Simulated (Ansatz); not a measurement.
## Ti$_{3}$Al: from a starting cell to a relaxed one

The start is a relaxed Ti3Al cell shaken by Gaussian noise of σ = 0.08 Å a coordinate. Cell shape, volume and atoms are optimised at zero target pressure with r2SCAN (plane waves to 500 eV, PAW, scalar-relativistic; Ansatz, a first-principles code). First-step values are on the input's coarse k-mesh.

Ansatz input (later rounds restart from its end on a renewed k-mesh):
Ansatz 0.2 input:
```yaml
crystal:
  lattice:
    - [7.5610262817, 0, 0]
    - [-3.7805131408, 6.5480408386, 0]
    - [0, 0, 2.9184078804]
  atoms:
    - { symbol: Ti, position: [0.3275026287, 0.0129627992, 0.022863213] }
    - { symbol: Ti, position: [0.3110663501, 0.3330903914, 0.4801965183] }
    - { symbol: Ti, position: [0.0148981079, 0.3172404156, -0.0266741463] }
    - { symbol: Ti, position: [0.7160107212, 0.0140396198, 0.5113078414] }
    - { symbol: Ti, position: [0.6954034785, 0.7030098019, -0.0031631405] }
    - { symbol: Ti, position: [-0.0335249317, 0.664353177, 0.4815053434] }
    - { symbol: Al, position: [0.335137351, 0.6839574372, 0.1967550463] }
    - { symbol: Al, position: [0.6509936953, 0.3277721837, 0.673002215] }
basis: { ecutwfc: 500, ecutrho_ratio: 4, xc_grid: 4, fft_grid_basis: typed }
kpoints: { mp_grid: { grid: [5, 5, 11] } }
hamiltonian:
  xc: r2scan
  dispersion: none
  pseudopotentials: { kind: paw }
scf: { occupations: { method: fermi_dirac, width: 0.05 } }
relax: { f_tol: 0.01, max_steps: 100, cell: { stress_tol: 0.02 } }
output: { forces: true, stress: true }
```

Question: What is the largest force in the starting geometry, and on which atom (counted from 1)?

Answer: 2.11 eV/Å, on Ti6 (atoms numbered as listed).

Question: How does the volume change?

Answer: -6.7 %, from 18.06 to 16.85 Å³/atom.

Question: Is the parent structure recovered?

Answer: It does not go back: it reaches P2₁/m (No. 11), 0.40 eV/atom below the parent.

Question: How do the shortest distances between atoms change?

Answer: The closest pairs of elements (up to four, under 3.6 Å), start → end: Al–Ti 2.53 → 2.78 Å; Ti–Ti 2.61 → 2.73 Å; Al–Al 2.92 → 2.76 Å.

Question: Write out the relaxed structure.

Answer: 
```cif
data_Al2Ti6
_chemical_formula_sum 'Ti6 Al2'
_space_group_name_H-M_alt 'P21/m'
_space_group_IT_number 11
_space_group_name_Hall '-P 2yb'
_cell_length_a 7.01598
_cell_length_b 3.00457
_cell_length_c 7.11619
_cell_angle_alpha 90.000
_cell_angle_beta 116.040
_cell_angle_gamma 90.000
loop_
_atom_site_label
_atom_site_type_symbol
_atom_site_symmetry_multiplicity
_atom_site_Wyckoff_symbol
_atom_site_fract_x
_atom_site_fract_y
_atom_site_fract_z
_atom_site_occupancy
Ti1 Ti 2 e 0.18050 0.75000 0.07899 1
Ti2 Ti 2 e 0.30723 0.25000 0.45087 1
Ti3 Ti 2 e 0.08555 0.25000 0.70935 1
Al1 Al 2 e 0.54492 0.25000 0.17710 1
```

Final values are on a 8×15×8 k-mesh of the relaxed cell. No spin polarisation in the result.

The relaxed structure here is a generated cell of Ti3Al: the first start was made by placing the elements on the sites of a structure type, and the end was not matched to a known phase here, so it may be hypothetical. Known forms of Ti3Al include space group No. 194.
